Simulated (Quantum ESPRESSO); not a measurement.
Simulation results for ZnGa$_{3}$P$_{4}$ (made-up cell)

Computed with Quantum ESPRESSO 7.5. Calculation on a made-up crystal cell, not a measurement: periodic Kohn-Sham density functional theory in plane waves with PseudoDojo standard norm-conserving scalar-relativistic pseudopotentials, each functional with its own files (v0.5 for PBE, v0.4.1 for LDA and PBEsol), no spin polarisation, no spin-orbit coupling, atoms not relaxed, stress positive in tension, energies less a fixed whole-eV offset for each atom's element; levels are Kohn-Sham levels at fractions of this cell's reciprocal vectors, counted from the reference band (half the neutral cell's valence electrons, rounded up) at Gamma; error bars cover cutoff and k-mesh only, not smearing or the files; added strain carries the atoms with the cell, and shear is the tensor component; each bar is the largest change over components, and at least 0.002 eV, 0.002 eV per angstrom or 0.02 GPa; energies are for the whole cell, and the offsets were chosen from early runs and are not element reference energies.

Settings shared by all entries: lattice type zincblende/diamond; functional pbe; cutoff 1143 eV; fermi dirac smearing 0.1 eV; scf tolerance 1e-07 eV; electrons removed 0; added strain kind zz; k mesh 6 x 6 x 6, shifted by half a step.

(1) 
```cif
# cell vector a (Å): 5.3272 -0.0485 -0.0433
# cell vector b (Å): -0.0485 5.2979 0.0066
# cell vector c (Å): -0.0433 0.0066 5.4210
data_ZnGa3P4
_symmetry_space_group_name_H-M 'P 1'
_symmetry_Int_Tables_number 1
_cell_length_a 5.3276
_cell_length_b 5.2981
_cell_length_c 5.4212
_cell_angle_alpha 89.855
_cell_angle_beta 90.924
_cell_angle_gamma 91.047
_cell_volume 152.97
loop_
_atom_site_label
_atom_site_type_symbol
_atom_site_fract_x
_atom_site_fract_y
_atom_site_fract_z
_atom_site_occupancy
Ga1 Ga 0.00711 0.99733 0.00211 1
Ga2 Ga 0.99854 0.49563 0.51866 1
Ga3 Ga 0.51192 0.00604 0.50408 1
Zn1 Zn 0.50560 0.51468 0.99945 1
P1 P 0.24344 0.24481 0.23452 1
P2 P 0.24889 0.76779 0.76984 1
P3 P 0.75354 0.24796 0.75075 1
P4 P 0.75361 0.75291 0.24498 1
_calc_added_strain -0.0221
_calc_structure_shown 'before the added strain of -0.0221'
_calc_free_energy_less_offsets -3.414  # eV
_calc_smearing_term_minus_ts -0.093  # eV
_calc_scf_iterations 10
_calc_pressure 10.67  # GPa
_calc_stress_xx -10.89  # GPa
_calc_stress_yy -11.14  # GPa
_calc_stress_zz -9.979  # GPa
_calc_stress_yz -2.121  # GPa
_calc_stress_xz -1.45  # GPa
_calc_stress_xy -3.57  # GPa
_calc_fermi_level -0.7797  # eV
_calc_reference_band 40
_calc_error_bar_energy 0.008167  # eV
_calc_error_bar_stress 0.06341  # GPa
_calc_error_bar_force 0.007038  # eV/angstrom
_calc_error_bar_next_band_up 0.002  # eV
_calc_error_bar_fermi_level 0.002438  # eV
_calc_error_bars_from 'tighter rerun of a related cell'
```

Atoms:
```
atoms element  atom site  atom energy offset (eV)
           Ga          1                    -2080
           Ga          2                    -2080
           Ga          3                    -2080
           Zn          4                    -5687
            P          5                     -189
            P          6                     -189
            P          7                     -189
            P          8                     -189
```

Forces:
```
site  x (eV/Å)  y (eV/Å)  z (eV/Å)
   1    -1.343    0.1489   -0.1314
   2    0.8326    0.5593    -1.142
   3   -0.8797   -0.4773   -0.8846
   4   -0.2032   -0.8902   -0.1845
   5     1.153     1.499      1.63
   6    0.7972    -1.096    -1.531
   7   -0.3973    0.4824     1.216
   8   0.03981    -0.226     1.029
```

Levels:
```
level k point  next band up (eV)
        Gamma              1.191
(1/2,1/2,1/2)               1.55
   (0.15,0,0)              1.324
   (0,0.15,0)              1.279
   (0,0,0.15)               1.39
```

(2) 
```cif
# cell vector a (Å): 5.3272 -0.0485 -0.0433
# cell vector b (Å): -0.0485 5.2979 0.0066
# cell vector c (Å): -0.0433 0.0066 5.4210
data_ZnGa3P4
_symmetry_space_group_name_H-M 'P 1'
_symmetry_Int_Tables_number 1
_cell_length_a 5.3276
_cell_length_b 5.2981
_cell_length_c 5.4212
_cell_angle_alpha 89.855
_cell_angle_beta 90.924
_cell_angle_gamma 91.047
_cell_volume 152.97
loop_
_atom_site_label
_atom_site_type_symbol
_atom_site_fract_x
_atom_site_fract_y
_atom_site_fract_z
_atom_site_occupancy
Ga1 Ga 0.00711 0.99733 0.00211 1
Ga2 Ga 0.99854 0.49563 0.51866 1
Ga3 Ga 0.51192 0.00604 0.50408 1
Zn1 Zn 0.50560 0.51468 0.99945 1
P1 P 0.24344 0.24481 0.23452 1
P2 P 0.24889 0.76779 0.76984 1
P3 P 0.75354 0.24796 0.75075 1
P4 P 0.75361 0.75291 0.24498 1
_calc_added_strain -0.0135
_calc_structure_shown 'before the added strain of -0.0135'
_calc_free_energy_less_offsets -3.491  # eV
_calc_smearing_term_minus_ts -0.09409  # eV
_calc_scf_iterations 10
_calc_pressure 9.678  # GPa
_calc_stress_xx -9.982  # GPa
_calc_stress_yy -10.24  # GPa
_calc_stress_zz -8.815  # GPa
_calc_stress_yz -2.031  # GPa
_calc_stress_xz -1.412  # GPa
_calc_stress_xy -3.457  # GPa
_calc_fermi_level -0.7691  # eV
_calc_reference_band 40
_calc_error_bar_energy 0.008167  # eV
_calc_error_bar_stress 0.06341  # GPa
_calc_error_bar_force 0.007038  # eV/angstrom
_calc_error_bar_next_band_up 0.002  # eV
_calc_error_bar_fermi_level 0.002438  # eV
_calc_error_bars_from 'tighter rerun of a related cell'
```

Atoms:
```
atoms element  atom site  atom energy offset (eV)
           Ga          1                    -2080
           Ga          2                    -2080
           Ga          3                    -2080
           Zn          4                    -5687
            P          5                     -189
            P          6                     -189
            P          7                     -189
            P          8                     -189
```

Forces:
```
site  x (eV/Å)  y (eV/Å)  z (eV/Å)
   1    -1.304    0.1479   -0.1327
   2    0.8074     0.549    -1.127
   3   -0.8597   -0.4628   -0.8638
   4   -0.1934   -0.8596   -0.1796
   5     1.128     1.463     1.626
   6    0.7838    -1.077    -1.524
   7   -0.3935    0.4714     1.174
   8   0.03105   -0.2317     1.027
```

Levels:
```
level k point  next band up (eV)
        Gamma              1.193
(1/2,1/2,1/2)              1.527
   (0.15,0,0)              1.321
   (0,0.15,0)              1.277
   (0,0,0.15)              1.454
```

(3) 
```cif
# cell vector a (Å): 5.3272 -0.0485 -0.0433
# cell vector b (Å): -0.0485 5.2979 0.0066
# cell vector c (Å): -0.0433 0.0066 5.4210
data_ZnGa3P4
_symmetry_space_group_name_H-M 'P 1'
_symmetry_Int_Tables_number 1
_cell_length_a 5.3276
_cell_length_b 5.2981
_cell_length_c 5.4212
_cell_angle_alpha 89.855
_cell_angle_beta 90.924
_cell_angle_gamma 91.047
_cell_volume 152.97
loop_
_atom_site_label
_atom_site_type_symbol
_atom_site_fract_x
_atom_site_fract_y
_atom_site_fract_z
_atom_site_occupancy
Ga1 Ga 0.00711 0.99733 0.00211 1
Ga2 Ga 0.99854 0.49563 0.51866 1
Ga3 Ga 0.51192 0.00604 0.50408 1
Zn1 Zn 0.50560 0.51468 0.99945 1
P1 P 0.24344 0.24481 0.23452 1
P2 P 0.24889 0.76779 0.76984 1
P3 P 0.75354 0.24796 0.75075 1
P4 P 0.75361 0.75291 0.24498 1
_calc_added_strain -0.0106
_calc_structure_shown 'before the added strain of -0.0106'
_calc_free_energy_less_offsets -3.515  # eV
_calc_smearing_term_minus_ts -0.09437  # eV
_calc_scf_iterations 10
_calc_pressure 9.353  # GPa
_calc_stress_xx -9.686  # GPa
_calc_stress_yy -9.943  # GPa
_calc_stress_zz -8.431  # GPa
_calc_stress_yz -2.001  # GPa
_calc_stress_xz -1.399  # GPa
_calc_stress_xy -3.42  # GPa
_calc_fermi_level -0.7667  # eV
_calc_reference_band 40
_calc_error_bar_energy 0.008167  # eV
_calc_error_bar_stress 0.06341  # GPa
_calc_error_bar_force 0.007038  # eV/angstrom
_calc_error_bar_next_band_up 0.002  # eV
_calc_error_bar_fermi_level 0.002438  # eV
_calc_error_bars_from 'tighter rerun of a related cell'
```

Atoms:
```
atoms element  atom site  atom energy offset (eV)
           Ga          1                    -2080
           Ga          2                    -2080
           Ga          3                    -2080
           Zn          4                    -5687
            P          5                     -189
            P          6                     -189
            P          7                     -189
            P          8                     -189
```

Forces:
```
site  x (eV/Å)  y (eV/Å)  z (eV/Å)
   1    -1.292    0.1476   -0.1327
   2    0.7995    0.5458    -1.122
   3   -0.8535   -0.4581   -0.8574
   4   -0.1898   -0.8492   -0.1776
   5      1.12     1.451     1.625
   6    0.7796    -1.071    -1.522
   7   -0.3923    0.4676     1.161
   8   0.02811   -0.2338     1.026
```

Levels:
```
level k point  next band up (eV)
        Gamma              1.191
(1/2,1/2,1/2)              1.518
   (0.15,0,0)              1.319
   (0,0.15,0)              1.274
   (0,0,0.15)              1.473
```

(4) 
```cif
# cell vector a (Å): 5.3272 -0.0485 -0.0433
# cell vector b (Å): -0.0485 5.2979 0.0066
# cell vector c (Å): -0.0433 0.0066 5.4210
data_ZnGa3P4
_symmetry_space_group_name_H-M 'P 1'
_symmetry_Int_Tables_number 1
_cell_length_a 5.3276
_cell_length_b 5.2981
_cell_length_c 5.4212
_cell_angle_alpha 89.855
_cell_angle_beta 90.924
_cell_angle_gamma 91.047
_cell_volume 152.97
loop_
_atom_site_label
_atom_site_type_symbol
_atom_site_fract_x
_atom_site_fract_y
_atom_site_fract_z
_atom_site_occupancy
Ga1 Ga 0.00711 0.99733 0.00211 1
Ga2 Ga 0.99854 0.49563 0.51866 1
Ga3 Ga 0.51192 0.00604 0.50408 1
Zn1 Zn 0.50560 0.51468 0.99945 1
P1 P 0.24344 0.24481 0.23452 1
P2 P 0.24889 0.76779 0.76984 1
P3 P 0.75354 0.24796 0.75075 1
P4 P 0.75361 0.75291 0.24498 1
_calc_added_strain -0.0071
_calc_structure_shown 'before the added strain of -0.0071'
_calc_free_energy_less_offsets -3.542  # eV
_calc_smearing_term_minus_ts -0.09463  # eV
_calc_scf_iterations 10
_calc_pressure 8.964  # GPa
_calc_stress_xx -9.332  # GPa
_calc_stress_yy -9.591  # GPa
_calc_stress_zz -7.97  # GPa
_calc_stress_yz -1.963  # GPa
_calc_stress_xz -1.385  # GPa
_calc_stress_xy -3.376  # GPa
_calc_fermi_level -0.7646  # eV
_calc_reference_band 40
_calc_error_bar_energy 0.008167  # eV
_calc_error_bar_stress 0.06341  # GPa
_calc_error_bar_force 0.007038  # eV/angstrom
_calc_error_bar_next_band_up 0.002  # eV
_calc_error_bar_fermi_level 0.002438  # eV
_calc_error_bars_from 'tighter rerun of a related cell'
```

Atoms:
```
atoms element  atom site  atom energy offset (eV)
           Ga          1                    -2080
           Ga          2                    -2080
           Ga          3                    -2080
           Zn          4                    -5687
            P          5                     -189
            P          6                     -189
            P          7                     -189
            P          8                     -189
```

Forces:
```
site  x (eV/Å)  y (eV/Å)  z (eV/Å)
   1    -1.276    0.1468   -0.1336
   2    0.7897    0.5415    -1.115
   3   -0.8458   -0.4523   -0.8492
   4    -0.186   -0.8367   -0.1764
   5      1.11     1.436     1.623
   6    0.7739    -1.063    -1.518
   7   -0.3904    0.4639     1.144
   8   0.02452   -0.2356     1.024
```

Levels:
```
level k point  next band up (eV)
        Gamma              1.189
(1/2,1/2,1/2)              1.504
   (0.15,0,0)              1.315
   (0,0.15,0)              1.271
   (0,0,0.15)              1.493
```

(5) 
```cif
# cell vector a (Å): 5.3272 -0.0485 -0.0433
# cell vector b (Å): -0.0485 5.2979 0.0066
# cell vector c (Å): -0.0433 0.0066 5.4210
data_ZnGa3P4
_symmetry_space_group_name_H-M 'P 1'
_symmetry_Int_Tables_number 1
_cell_length_a 5.3276
_cell_length_b 5.2981
_cell_length_c 5.4212
_cell_angle_alpha 89.855
_cell_angle_beta 90.924
_cell_angle_gamma 91.047
_cell_volume 152.97
loop_
_atom_site_label
_atom_site_type_symbol
_atom_site_fract_x
_atom_site_fract_y
_atom_site_fract_z
_atom_site_occupancy
Ga1 Ga 0.00711 0.99733 0.00211 1
Ga2 Ga 0.99854 0.49563 0.51866 1
Ga3 Ga 0.51192 0.00604 0.50408 1
Zn1 Zn 0.50560 0.51468 0.99945 1
P1 P 0.24344 0.24481 0.23452 1
P2 P 0.24889 0.76779 0.76984 1
P3 P 0.75354 0.24796 0.75075 1
P4 P 0.75361 0.75291 0.24498 1
_calc_added_strain -0.0021
_calc_structure_shown 'before the added strain of -0.0021'
_calc_free_energy_less_offsets -3.579  # eV
_calc_smearing_term_minus_ts -0.09487  # eV
_calc_scf_iterations 10
_calc_pressure 8.42  # GPa
_calc_stress_xx -8.839  # GPa
_calc_stress_yy -9.099  # GPa
_calc_stress_zz -7.321  # GPa
_calc_stress_yz -1.912  # GPa
_calc_stress_xz -1.364  # GPa
_calc_stress_xy -3.312  # GPa
_calc_fermi_level -0.7625  # eV
_calc_reference_band 40
_calc_error_bar_energy 0.008167  # eV
_calc_error_bar_stress 0.06341  # GPa
_calc_error_bar_force 0.007038  # eV/angstrom
_calc_error_bar_next_band_up 0.002  # eV
_calc_error_bar_fermi_level 0.002438  # eV
_calc_error_bars_from 'tighter rerun of this cell'
```

Atoms:
```
atoms element  atom site  atom energy offset (eV)
           Ga          1                    -2080
           Ga          2                    -2080
           Ga          3                    -2080
           Zn          4                    -5687
            P          5                     -189
            P          6                     -189
            P          7                     -189
            P          8                     -189
```

Forces:
```
site  x (eV/Å)  y (eV/Å)  z (eV/Å)
   1    -1.254     0.146   -0.1355
   2    0.7757    0.5359    -1.105
   3   -0.8347   -0.4439   -0.8361
   4   -0.1806    -0.819   -0.1734
   5     1.096     1.416     1.621
   6    0.7662    -1.052    -1.513
   7   -0.3882     0.457     1.121
   8   0.01945   -0.2395     1.022
```

Levels:
```
level k point  next band up (eV)
        Gamma              1.183
(1/2,1/2,1/2)              1.483
   (0.15,0,0)              1.308
   (0,0.15,0)              1.264
   (0,0,0.15)              1.518
```

(6) 
```cif
# cell vector a (Å): 5.3272 -0.0485 -0.0433
# cell vector b (Å): -0.0485 5.2979 0.0066
# cell vector c (Å): -0.0433 0.0066 5.4210
data_ZnGa3P4
_symmetry_space_group_name_H-M 'P 1'
_symmetry_Int_Tables_number 1
_cell_length_a 5.3276
_cell_length_b 5.2981
_cell_length_c 5.4212
_cell_angle_alpha 89.855
_cell_angle_beta 90.924
_cell_angle_gamma 91.047
_cell_volume 152.97
loop_
_atom_site_label
_atom_site_type_symbol
_atom_site_fract_x
_atom_site_fract_y
_atom_site_fract_z
_atom_site_occupancy
Ga1 Ga 0.00711 0.99733 0.00211 1
Ga2 Ga 0.99854 0.49563 0.51866 1
Ga3 Ga 0.51192 0.00604 0.50408 1
Zn1 Zn 0.50560 0.51468 0.99945 1
P1 P 0.24344 0.24481 0.23452 1
P2 P 0.24889 0.76779 0.76984 1
P3 P 0.75354 0.24796 0.75075 1
P4 P 0.75361 0.75291 0.24498 1
_calc_added_strain 0.014
_calc_structure_shown 'before the added strain of 0.014'
_calc_free_energy_less_offsets -3.676  # eV
_calc_smearing_term_minus_ts -0.09445  # eV
_calc_scf_iterations 10
_calc_pressure 6.742  # GPa
_calc_stress_xx -7.337  # GPa
_calc_stress_yy -7.603  # GPa
_calc_stress_zz -5.288  # GPa
_calc_stress_yz -1.747  # GPa
_calc_stress_xz -1.297  # GPa
_calc_stress_xy -3.112  # GPa
_calc_fermi_level -0.7589  # eV
_calc_reference_band 40
_calc_error_bar_energy 0.008167  # eV
_calc_error_bar_stress 0.06341  # GPa
_calc_error_bar_force 0.007038  # eV/angstrom
_calc_error_bar_next_band_up 0.002  # eV
_calc_error_bar_fermi_level 0.002438  # eV
_calc_error_bars_from 'tighter rerun of a related cell'
```

Atoms:
```
atoms element  atom site  atom energy offset (eV)
           Ga          1                    -2080
           Ga          2                    -2080
           Ga          3                    -2080
           Zn          4                    -5687
            P          5                     -189
            P          6                     -189
            P          7                     -189
            P          8                     -189
```

Forces:
```
site  x (eV/Å)  y (eV/Å)  z (eV/Å)
   1    -1.183    0.1439   -0.1419
   2    0.7315    0.5184     -1.07
   3   -0.8002   -0.4176   -0.7934
   4    -0.166   -0.7638   -0.1676
   5     1.051      1.35     1.609
   6    0.7421    -1.018    -1.497
   7   -0.3801     0.437     1.045
   8  0.004796   -0.2493     1.016
```

Levels:
```
level k point  next band up (eV)
        Gamma              1.158
(1/2,1/2,1/2)              1.403
   (0.15,0,0)              1.279
   (0,0.15,0)              1.236
   (0,0,0.15)              1.537
```
